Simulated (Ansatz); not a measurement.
CsCa2Ta3O10 single point

Input file of Ansatz 0.2.0:

```yaml
crystal:
  lattice:
    - [3.8659, 0.0, 0.0]
    - [0.0, 3.8659, 0.0]
    - [0.0, 0.0, 15.2538]
  atoms:
    - { symbol: Cs, position: [0.5, 0.5, 0.5] }
    - { symbol: Ta, position: [0.0, 0.0, 0.0] }
    - { symbol: Ta, position: [0.0, 0.0, 0.2788] }
    - { symbol: Ta, position: [0.0, 0.0, 0.7212] }
    - { symbol: O, position: [0.0, 0.5, 0.255] }
    - { symbol: O, position: [0.5, 0.0, 0.255] }
    - { symbol: O, position: [0.0, 0.5, 0.745] }
    - { symbol: O, position: [0.5, 0.0, 0.745] }
    - { symbol: O, position: [0.0, 0.0, 0.125] }
    - { symbol: O, position: [0.0, 0.0, 0.875] }
    - { symbol: O, position: [0.0, 0.0, 0.391] }
    - { symbol: O, position: [0.0, 0.0, 0.609] }
    - { symbol: Ca, position: [0.5, 0.5, 0.146] }
    - { symbol: Ca, position: [0.5, 0.5, 0.854] }
    - { symbol: O, position: [0.0, 0.5, 0.0] }
    - { symbol: O, position: [0.5, 0.0, 0.0] }
  symmetry: { tolerance: 0.0003 }
kpoints:
  mp_grid: { grid: [7, 7, 2], shift: [0, 0, 0] }
magnetization:
  spin_polarized: false
scf:
  occupations: { method: methfessel_paxton, width: 0.0169 }
  lower_state_search: "off"
  max_iter: 200
hamiltonian:
  pseudopotentials: { kind: paw }
  xc: r2scan
basis:
  ecutwfc: 500
  fft_grid_basis: typed
output:
  forces: true
  stress: true
  eigenvalues: true
  populations: true
  elf: true
  write_potential: true
  volumetric_format: npy
  dos:
    e_range: [-12, 8]
    de: 0.05
    projected: { site_lists: { Ca: [Ca], Cs: [Cs], O: [O], Ta: [Ta] } }
checkpoint:
  read: saved_state
```

The run starts from an earlier solution of this cell. 

Output (shortened):

```
Pseudopotentials: kind: paw
Pseudopotential: Cs, paw, valence charge 9, recommended cutoff 500 eV (meta_gga), Cs.paw.azcp
Pseudopotential: Ta, paw, valence charge 13, recommended cutoff 500 eV (meta_gga), Ta.paw.azcp
Pseudopotential: O, paw, valence charge 6, recommended cutoff 500 eV (meta_gga), O.paw.azcp
Pseudopotential: Ca, paw, valence charge 10, recommended cutoff 500 eV (meta_gga), Ca.paw.azcp
Functional definition: r2SCAN
  exchange = r2scan_x(k0 = k0, k1 = k1, a1 = a1)
  correlation = r2scan_c
Crystal: 16 atoms, lattice volume = 227.971 Å³
Basis set: ecut = 500 eV, 5707 PW (Γ), exchange–correlation on 120×120×480 points (64 copies of the dense FFT grid, shifted against one another)
Bands: 80, of which v1, the nominal top of the filled ones, is band 64 counted from 1 (63 counted from 0)
Symmetry: 16 space group operations
Space group: P4/mmm (ITA 123), of the structure as read, at distance tolerance 1.8e-3 Å
k-points: 20 of 98
Initial density: read from a saved state, or passed on in memory by an earlier SCF of this step, an earlier step, the calling program or the single point that the run made first
Functional: x = r2scan, c = r2scan; τ floored in thin density (d = 2e-4 eV/Å³)
SCF iter   1: F=—  Δρ=9.77e-4  dr2=1.48e-3  dr2_τ=1.09e-2  defer=3
SCF iter   2: F=—  S|Δr|=    0.00e0  Δρ=5.43e-4  dr2=2.40e-4  dr2_τ=2.75e-4  defer=51
SCF iter   3: F=—  S|Δr|=    0.00e0  Δρ=2.55e-4  dr2=7.68e-5  dr2_τ=6.63e-5  defer=50
SCF iter   4: F=—  S|Δr|=    0.00e0  Δρ=3.92e-5  dr2=3.82e-6  dr2_τ=5.08e-7  defer=50
SCF iter   5: F=—  S|Δr|=    0.00e0  Δρ=1.65e-5  dr2=5.54e-7  dr2_τ=1.35e-7  defer=50
SCF iter   6: F=—  S|Δr|=    0.00e0  Δρ=8.07e-6  dr2=1.19e-7  dr2_τ=2.66e-8
SCF iter   7: F=-44871.9611 eV  S|Δr|=    0.00e0  Δρ=2.41e-6  dr2=9.50e-9  dr2_τ=1.91e-9
Free energy (F): -44871.9611 eV
Harris-Foulkes:  -44871.9611 eV  (|F-HF|=5.70e-9)
Internal energy: -44871.9611 eV  (E = F + TS)
E sigma→0 (E₀):  -44871.9611 eV
Fermi energy:    8.9871 eV
--- Forces (eV/Å), atoms counted from 1 ---
  atom   1  Cs     0.0000     0.0000     0.0000
  atom   2  Ta     0.0000     0.0000     0.0000
  atom   3  Ta     0.0000     0.0000    -1.9940
  atom   4  Ta     0.0000     0.0000     1.9940
  atom   5  O      0.0000     0.0000    -0.8896
  atom   6  O      0.0000     0.0000    -0.8896
  atom   7  O      0.0000     0.0000     0.8896
  atom   8  O      0.0000     0.0000     0.8896
  atom   9  O      0.0000     0.0000     1.4800
  atom  10  O      0.0000     0.0000    -1.4800
  atom  11  O      0.0000     0.0000     3.4125
  atom  12  O      0.0000     0.0000    -3.4125
  atom  13  Ca     0.0000     0.0000     0.3236
  atom  14  Ca     0.0000     0.0000    -0.3236
  atom  15  O      0.0000     0.0000     0.0000
  atom  16  O      0.0000     0.0000     0.0000
--- Stress (GPa, compression-positive) ---
        6.7734       0.0000       0.0000
        0.0000       6.7734       0.0000
        0.0000       0.0000      11.7162
  P = ⅓ Tr σ = 8.4210 GPa (84.210 kbar)
--- Löwdin populations: 16 sites ---
  site symbol       q [e]
     0     Cs      8.1479
     1     Ta     11.3837
     2     Ta     11.3081
     3     Ta     11.3081
     4      O      6.8569
     5      O      6.8569
     6      O      6.8569
     7      O      6.8569
     8      O      6.9500
     9      O      6.9500
    10      O      6.7068
    11      O      6.7068
    12     Ca      8.2699
    13     Ca      8.2699
    14      O      6.8279
    15      O      6.8279
  spilling = 0.0072 (of n_electrons = 128.0000)
```

Origin: a database entry at a rescaled volume. Caveats: forces this large suggest misplaced atoms in the database entry; atoms or cell far from equilibrium.
